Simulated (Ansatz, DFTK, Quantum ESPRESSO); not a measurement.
HPbNO4: programs and potentials compared

```
H Pb N O
1.0
     3.85404    0.14384    0.09012
    -0.25320    5.52698    0.16471
    -0.48197   -1.92720    5.72025
H Pb N O
1 1 1 4
Direct
  0.10913 0.65718 0.54463
  0.61029 0.52127 0.15100
  0.91580 0.96263 0.95867
  0.01384 0.13639 0.88084
  0.72398 0.01057 0.12858
  0.00389 0.73732 0.87043
  0.11927 0.59324 0.37651
```

The cell comes from a database or a generator and needn't be the stable form of this composition.

Alike in all runs: task band structure; functional PBE; k mesh 4 × 3 × 3; occupations fermi-dirac, width 0.05 eV; no spin polarisation; no spin-orbit coupling. Pressure is positive in compression and, in plane waves, holds the error of the finite cutoff.

```csv
program and potentials,plane-wave cutoff (eV),notes,band gap (eV),pressure (GPa),largest force (eV/Å)
"Ansatz, all-electron LAPW, scalar-relativistic",-,-,3.24,-0.08,0.054
"DFTK, PseudoDojo SR PBE 0.4.1 standard (PBE)",1143,-,3.20,0.00,0.208
"Quantum ESPRESSO, PseudoDojo 0.4.1 SR PBE standard",1143,-,3.20,-0.01,0.208
```

Force on atom 6 (O), eV/Å:

```
                            program and potentials       x       y       z
    Ansatz, all-electron LAPW, scalar-relativistic  -0.018   0.045   0.024
      DFTK, PseudoDojo SR PBE 0.4.1 standard (PBE)   0.010  -0.024  -0.013
Quantum ESPRESSO, PseudoDojo 0.4.1 SR PBE standard   0.009  -0.024  -0.014
```

The band gap spans 3.20 (DFTK, PseudoDojo SR PBE 0.4.1 standard (PBE)) to 3.24 eV (Ansatz, all-electron LAPW, scalar-relativistic), with all-electron results at 3.24. The pressure spans -0.08 (Ansatz, all-electron LAPW, scalar-relativistic) to 0.00 GPa (DFTK, PseudoDojo SR PBE 0.4.1 standard (PBE)), with all-electron results at -0.08.

Differences between rows come from potentials, basis sets and numerical settings, since the functional is the same but for its coding. Runs on potential files found faulty are left out.
